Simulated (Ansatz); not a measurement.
# HfHPd3, all-electron reference calculation

This is generated HfHPd3 in the cubic perovskite structure, strained and with atoms displaced, one atom being moved towards a neighbour.

PBE, all-electron LAPW in Ansatz, scalar relativity, no spin–orbit coupling, Dirac core shells, point nuclei. Brillouin zone: 2×2×2 (half-step shift), Fermi–Dirac smearing of 0.15 eV; a denser mesh would shift the values. In metals such a mesh can move stress, forces and moments by their own size. The run is spin-unpolarised. The cell's electron count is odd, so a run with spin could end lower. Labels count atoms in the order given.

```
H Pd Hf
1.0
     4.06817    0.01634    0.09790
     0.01634    4.16448   -0.04885
     0.09790   -0.04885    4.13522
H Pd Hf
1 3 1
Direct
  0.62410 0.78502 0.78727
  0.12451 0.84953 0.83258
  0.62324 0.38737 0.83198
  0.68084 0.90954 0.34285
  0.16182 0.33931 0.35219
```

Problem. What forces and pressure does this calculation give?

Solution. 
```csv
atom,Fx (eV/Å),Fy (eV/Å),Fz (eV/Å)
H1,-0.089,0.417,-0.044
Pd2,0.879,0.378,0.152
Pd3,0.377,-0.982,0.522
Pd4,-0.826,-0.833,-0.128
Hf5,-0.340,1.021,-0.503
```

Stress (GPa; xx, yy, zz, yz, xz, xy; compression positive): 1.54, 2.98, -0.19, 0.08, -0.52, 0.41.

```yaml
Pressure: 1.44 GPa
Largest_force: 1.188 eV/Å
```

**All-electron DFT: HfHPd3**

System: HfHPd3 placed on the sites of the cubic perovskite structure (a generated, not necessarily known, phase), then sheared and rattled.

Level of theory: Ansatz 0.2 development build, DFT, PBE, all-electron PAW datasets generated for the cell (no frozen core), scalar-relativistic valence, Dirac core shells, point nucleus. Occupations are Fermi–Dirac at 0.15 eV on a coarse k-mesh, 2×2×2 (shift 0.5, 0.5, 0.5 mesh steps); the results hold for that mesh. In metals such a mesh can move stress, forces and moments by their own size. Spin-restricted. The cell's electron count is odd, so a run with spin could end lower.

```
CELL_PARAMETERS angstrom
4.12592 -0.10455 -0.18781
-0.10455 4.33244 -0.13891
-0.18781 -0.13891 4.08688
ATOMIC_POSITIONS crystal
H 0.38603 0.43851 0.99087
Pd 0.92174 0.44777 0.91384
Pd 0.39240 0.94979 0.92034
Pd 0.41728 0.41981 0.43781
Hf 0.91769 0.96611 0.41267
```

Problem. Give the forces on the atoms and the pressure.

Solution. 
Forces in eV/Å:
```
H1   -0.050  0.027  0.034
Pd2   0.053  0.119  0.253
Pd3   0.435  0.037 -0.045
Pd4  -0.118  0.465 -0.407
Hf5  -0.320 -0.649  0.166
```

Stress xx yy zz yz xz xy in GPa, positive in compression: -5.25 -8.83 -3.64 0.36 4.61 0.92.

| Item | Value |
| --- | --- |
| All-electron free energy E − TS (its zero hangs on the relativistic scheme and nucleus) | -822862.519 eV |
| Pressure | -5.91 GPa |
| Largest force | 0.742 eV/Å |
